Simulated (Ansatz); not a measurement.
Relaxed-ion elastic tensor of SrCl2 (fluorite, Fm-3m) in GPa (Voigt order), PBEsol (plane waves, PAW; program Ansatz); density 3.19 g/cm³, 27.47 Å³ per atom.

```
73.1  20.6  20.6   0.0   0.0   0.0
20.6  73.1  20.6   0.0   0.0   0.0
20.6  20.6  73.1   0.0   0.0   0.0
 0.0   0.0   0.0  10.2   0.0   0.0
 0.0   0.0   0.0   0.0  10.2   0.0
 0.0   0.0   0.0   0.0   0.0  10.2
```

Task: Is the crystal mechanically stable?

Result: Yes: the smallest eigenvalue of C is 10.2 GPa.

Task: Work out the Voigt, Reuss and Hill averages.

Result: K_V = 38.1, K_R = 38.1, K_H = 38.1; G_V = 16.6, G_R = 13.5, G_H = 15.0 GPa.

Task: Give Young's modulus, Poisson's ratio, Pugh's ratio and the universal anisotropy index.

Result: E = 9KG/(3K + G) = 39.9 GPa; ν = 0.33; K/G = 2.54 (ductile by the Pugh limit of 1.75); A_U = 5G_V/G_R + K_V/K_R − 6 = 1.17.

Task: Estimate the sound speeds and the Debye temperature.

Result: v_l = √((K + 4G/3)/ρ) = 4270 m/s, v_t = √(G/ρ) = 2170 m/s, mean 2430 m/s; Θ = (h/k)(3n/4πV)^(1/3) v_m = 240 K.

Task: Give the Zener ratio and Young's modulus along [100], [110] and [111].

Result: A = 2C44/(C11 − C12) = 0.39; 1/E = S11 − 2(S11 − S12 − S44/2)Γ with Γ = 0, 1/4, 1/3 gives 64.1, 32.6, 28.0 GPa.

The cell was relaxed with PBEsol under the symmetry of its start.

Potentials: the later of the program's two PAW sets.
